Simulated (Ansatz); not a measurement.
Below is a relaxed structure of Al5As. The cell was found from a structure generator's guess, not taken from experiment.

Method: DFT PBE, scalar-relativistic, plane waves, PAW in Ansatz. Cutoff 420 eV, Γ-centred mesh, Gaussian smearing, no spin polarisation.

```cif
data_structure
_symmetry_space_group_name_H-M 'P 1'
_symmetry_Int_Tables_number 1
_cell_length_a 4.6990
_cell_length_b 4.6990
_cell_length_c 5.6042
_cell_angle_alpha 90.000
_cell_angle_beta 90.000
_cell_angle_gamma 120.000
_cell_volume 107.17
loop_
_atom_site_label
_atom_site_type_symbol
_atom_site_fract_x
_atom_site_fract_y
_atom_site_fract_z
_atom_site_occupancy
Al1 Al 0.33333 0.66667 0.25157 1
Al2 Al 0.33333 0.66667 0.74843 1
Al3 Al 0.66667 0.33333 0.74843 1
Al4 Al 0.66667 0.33333 0.25157 1
Al5 Al 0.00000 0.00000 0.50000 1
As1 As 0.00000 0.00000 0.00000 1
```

Energies over the elements count from the elements' standard structures at the same level, with no fitted energy shifts.

Question: Find its symmetry and describe it.

Answer: P6/mmm (No. 191). Conventional cell: a = 4.699 Å, c = 5.604 Å. Around Al on a site of symmetry 3m lie 5 Al at 2.71–2.82 Å, 3 Al at 3.05 Å and 3 As at 3.06 Å; Al on a site of symmetry 6/mmm is surrounded by 2 As at 2.80 Å and 12 Al at 3.05 Å; As is surrounded by 2 Al at 2.80 Å and 12 Al at 3.06 Å.

Question: What is its formation energy per atom?

Answer: +0.20 eV/atom. A positive value: parting into the elements would lower its energy.

Question: Is it a metal?

Answer: Yes, bands cross the Fermi level on the 12×12×8 mesh.

The last run used a 12×12×8 mesh (in the run's order of axes) for its 6-atom cell and Gaussian smearing of 0.10 eV. The reference form of As is held partly by dispersion forces, which this level lacks. Symmetry constrained the relaxation, so the result can be a saddle point.
